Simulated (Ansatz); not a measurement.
## Calculated field gradients at the nuclei for BaZnPF

The cell is an entry of the Crystallography Open Database (COD), its atoms then relaxed with PBE in this cell.

Space group P4/nmm:1 (No. 129); a = 4.1563, c = 9.4574 Å.

```
site  Wyckoff  site symmetry       x       y       z
  Ba       2c            4mm  0.5000  0.0000  0.3304
  Zn       2a           -4m2  0.5000  0.5000  0.0000
   P       2c            4mm  0.0000  0.5000  0.1492
   F       2b           -4m2  0.5000  0.5000  0.5000
```

One atom of each set is listed.

All values are calculated (Ansatz; DFT, PBE, plane waves and PAW, scalar-relativistic, 420 eV cutoff, Γ-centred 8×8×4 k-points, Fermi–Dirac smearing 0.05 eV), not measured.

Conventions: |V_zz| ≥ |V_yy| ≥ |V_xx|, η = (V_xx − V_yy)/V_zz, C_Q = eQV_zz/h. ν_Q = 3|C_Q|/[2I(2I − 1)].

137Ba: I = 3/2, Q = 236.0 mb; 67Zn: I = 5/2, Q = 122.0 mb. Nuclear quadrupole moments: year-2017 set (Pyykkö).

Q: Which values are expected at the nuclei?

A: 

| site | atoms | first shell | C_Q (MHz) | η | ν_Q (MHz) |
| --- | --- | --- | --- | --- | --- |
| Ba | 2 | 4 F at 2.63 Å, 4 P at 3.40 Å | -5.26 | 0.00 | 2.63 |
| Zn | 2 | 4 P at 2.51 Å | -0.275 | 0.00 | 0.041 |

An axis of threefold or higher order runs through Ba and Zn, so V_zz lies along it and η is zero.

P, F have no stable isotope with a ground-state quadrupole moment in the table, so these sites are left out.

Without spin–orbit coupling (the program notes it for Ba) the gradients can shift somewhat, as the gap is small. With a gap of 0.4 eV on this mesh, small gradients can still move by 0.1 × 10²¹ V/m² or more as the k-mesh gets denser.
